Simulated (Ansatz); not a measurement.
## Data sheet: Ba$_{2}$ScO$_{3}$F (DFT)

Ba₂ScO₃F:
Space group I4mm (No. 107); a = b = 4.1449 Å, c = 13.5048 Å, α = β = γ = 90.00°

| atom | site | symmetry | x | y | z |
|---|---|---|---|---|---|
| Ba | 2a | 4mm | 0.0000 | 0.0000 | 0.6358 |
| Ba | 2a | 4mm | 0.0000 | 0.0000 | 0.3617 |
| Sc | 2a | 4mm | 0.0000 | 0.0000 | 0.9868 |
| O | 4b | 2mm. | 0.0000 | 0.5000 | 0.0061 |
| O | 2a | 4mm | 0.0000 | 0.0000 | 0.8378 |
| F | 2a | 4mm | 0.0000 | 0.0000 | 0.1658 |
(The calculation used a cell of 7 atoms; values per cell refer to that cell.)

Space group I4mm (No. 107); conventional cell a = 4.145 Å, b = 4.145 Å, c = 13.505 Å, α = 90.00°, β = 90.00°, γ = 90.00°.

Method: HSE06 (plane waves, PAW; program Ansatz). Structure relaxed to zero pressure with the same functional. Other levels are named where they apply.

### Cell and energy

```
Item                  Value
---------------  ----------
Volume per atom    16.57 Å³
Density          5.53 g/cm³
```

### Electronic structure

```
Item                                                                        Value
----------------------------------------  ---------------------------------------
Band gap                                                       5.09 eV (indirect)
Valence-band maximum                      on the X–P line, 33 % of the way from X
Conduction-band minimum                                                      at M
Smallest direct gap on the standard path                                  5.29 eV
```

The workflow started from a Materials Project entry (that database holds measured and hypothetical structures alike); the Crystallography Open Database copy checked does not list it. Its standing as an ambient phase is unchecked. The cell was relaxed with HSE06 under the symmetry of its start; its stability against distortions is not shown here. No spin polarisation was allowed. The hybrid was solved on a coarse mesh, the path and, where they were found, the r²SCAN edge points; its band edges are the extreme levels among these. Spin–orbit coupling is left out wherever it is not named.

Potentials: the later of the program's two PAW sets.
